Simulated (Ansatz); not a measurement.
The start is a generated trial cell of Ba in the AFLOW prototype A_hP3_152_a (A8, as in Se). The cell and all atomic positions are relaxed at zero pressure with r2SCAN (plane waves to 500 eV, PAW, scalar-relativistic; Ansatz, a first-principles code). The first steps use a coarse 7×7×5 k-mesh.

The start:
```
Ba
1.0
    5.78032     0.00000     0.00000
   -2.89016     5.00590     0.00000
    0.00000     0.00000     6.55796
Ba
3
Cartesian
  1.30288   0.00000   5.46497
 -0.65144   1.12833   1.09299
  2.23872   3.87757   3.27898
```

- Outcome: The space group goes from P3₁21 (No. 152) to Im-3m (No. 229); the end is bcc (W type), with 1 atom in the primitive cell
- Energy released: 0.72 eV/atom
- Optimiser moves: 15

Relaxed structure:

Space group Im-3m (No. 229); a = b = c = 5.0686 Å, α = β = γ = 90.00°

```tsv
atom	site	symmetry	x	y	z
Ba	2a	m-3m	0.0000	0.0000	0.0000
```
(The calculation used a cell of 1 atom; values per cell refer to that cell.)

Final values are on a 13×13×13 k-mesh of the relaxed cell. No spin polarisation in the result.

The run could not lose the symmetry of its start.
